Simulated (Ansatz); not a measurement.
PtRhN₂ in space group R-3m (No. 166; Rh on 3b, Pt on 3a, N on 6c) at seven volumes, r²SCAN in the plane-wave PAW code Ansatz, shape and atoms relaxed at each. One row is withheld.

| V (Å³/atom) | P (GPa) |
|---|---|
| 10.395 | 27.67 |
| 10.738 | 16.90 |
| 11.080 | ? |
| 11.423 | -0.01 |
| 11.766 | -6.51 |
| 12.108 | -12.02 |
| 12.451 | -16.65 |

Task: Fit the shown pressures and predict the withheld one.

Result: Third-order Birch–Murnaghan: P = (3/2)B₀(x^(7/2) − x^(5/2))[1 + (3/4)(B′ − 4)(x − 1)] with x = (V₀/V)^(2/3). Least squares on the six rows gives V₀ = 11.424 Å³/atom, B₀ = 235.9 GPa, B′ = 4.61. At V = 11.080, x = 1.0206 and P = 7.74 GPa. The run itself gave 7.74 GPa.

The start of the workflow was typed in or built on a structure type; neither database checked (COD, Materials Project) lists it. Whether it is the stable phase at ambient conditions was not checked. Symmetry was held in the r²SCAN relaxation; its stability against distortions is not shown here. The workflow began spin-polarised and lost its moments. Its formation energy is positive at this level, so the cell may be metastable or incomplete. Spin–orbit coupling is left out wherever it is not named.

Potentials: the later of the program's two PAW sets.
